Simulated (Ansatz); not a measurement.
# 41K NMR of the central transition in K₂PtC₆N₆

Cell: a COD entry, its atoms then relaxed with PBE in this cell.

Space group P-31m (No. 162); a = 7.3928, c = 6.6613 Å, γ = 120.00°.

| site | Wyckoff | site symmetry | x | y | z |
| --- | --- | --- | --- | --- | --- |
| K | 2d | 3.2 | 0.3333 | 0.6667 | 0.5000 |
| Pt | 1a | -3.m | 0.0000 | 0.0000 | 0.0000 |
| C | 6k | ..m | 0.2230 | 0.2230 | 0.1740 |
| N | 6k | ..m | 0.3513 | 0.3513 | 0.2751 |

One atom of each set is listed.

Method: Kohn–Sham DFT in Ansatz, PBEsol, plane waves and PAW, scalar-relativistic, 420 eV cutoff, Γ-centred 5×5×5 k-points, Fermi–Dirac smearing 0.05 eV.

41K has I = 3/2 and Q = 73.40 mb (Pyykkö 2018); at 9.4 T its Larmor frequency is ν₀ = 10.3 MHz. Only the quadrupole interaction is simulated: positions count from each site's isotropic chemical shift, and shift anisotropy, dipolar and J coupling are left out.

Problem. What does the 41K spectrum (static powder) show for each site?

Solution. 

```
site    first shell  C_Q (MHz)     η  P_Q (MHz)  δ_QIS (ppm)  breadth (kHz)
   K  6 N at 2.83 Å       1.25  0.00       1.25         -371           19.8
```

δ_QIS = −(ν_Q²/30ν₀²)[I(I+1) − 3/4](1 + η²/3) × 10⁶ ppm with ν_Q = 3|C_Q|/[2I(2I−1)]; it falls as 1/B₀² in ppm, and the breadth as 1/B₀ in kHz.

An axis of threefold or higher order runs through K, so V_zz lies along it and η is zero.

The database entry as given showed forces above 3 eV/Å or a pressure above 30 GPa, though relaxing it moves no atom far.
